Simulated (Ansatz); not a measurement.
Fields on a plane of Tl (hcp, Mg type)

```
CELL_PARAMETERS angstrom
      3.52070     0.00000     0.00000
     -1.76035     3.04902     0.00000
      0.00000     0.00000     5.60254
ATOMIC_POSITIONS crystal
  Tl 0.33333 0.66667 0.75000
  Tl 0.66667 0.33333 0.25000
```

The slice is a (-1 1 0 2) plane (indices of the conventional cell) through the point (0.333, 0.667, 0.750) (fractional), spanned by u = [110] and v = [1 -1 1] in vectors of this cell: u (3.52 Å) and v (8.28 Å, at 90° to u). It covers one period; positions are fractions (u, v).

Atoms on it: Tl at (0.00, 0.00). Other atoms lie within 1 Å of the plane.

These are r2SCAN (plane waves to 500 eV, PAW, scalar-relativistic; Ansatz, a quantum-chemistry and plane-wave program) values and carry that method's errors. k mesh 15×15×9. These are valence fields of a PAW run, semicore shells included where kept as valence: close to a nucleus they are smooth pseudo fields. Spin-orbit coupling is left out, though Tl is heavy. The PAW data are Ansatz's earlier set. Tl was relaxed with its symmetry unable to fall.

```
v \ u   0.00  0.11   0.22  0.33  0.44  0.56  0.67   0.78  0.89
-----  -----  ----  -----  ----  ----  ----  ----  -----  ----
0.90       x     x  <-1.0   4.6   6.7   6.7   4.6  <-1.0     x
0.75     7.6   7.4    6.9   6.0   5.1   5.1   6.0    6.9   7.4
0.60     6.7   6.7    6.6   6.1   5.6   5.6   6.1    6.6   6.7
0.45       x     x  <-1.0   4.2   6.6   6.6   4.2  <-1.0     x
0.30   <-1.0   0.4    3.9   6.2   7.2   7.2   6.2    3.9   0.4
0.15     1.3   2.6    5.0   6.7   7.5   7.5   6.7    5.0   2.6
0.00       x     x      x  -0.5   5.4   5.4  -0.5      x     x
```

Values: electrostatic potential energy of an electron, from the cell's mean, in eV. Points within 1 Å of a nucleus are blanked (x), as the pseudised field means little there. Values under -1 eV are set to -1. The zero, the cell's mean, hangs on the PAW cores.

```
|986311368|
|664211246|
|332111123|
|111111111|
|001122110|
|001222210|
|001222210|
|111122111|
|222111122|
|543211234|
|764211246|
|775211257|
|664211246|
|432100123|
|221000012|
|111000011|
|332100123|
|664211246|
|986311368|
|997422479|
```
Scale: ten equal steps from -1.39 (start of '0') to 0.85 (end of '9'), in the order '0123456789'. Values: log₁₀ of the valence density in e/Å³. The map has 9 points along u (one character each, u = 0 at the left) and 20 along v (v = 0 in the bottom row). The scale is logarithmic, as a density can span decades between atoms and voids.
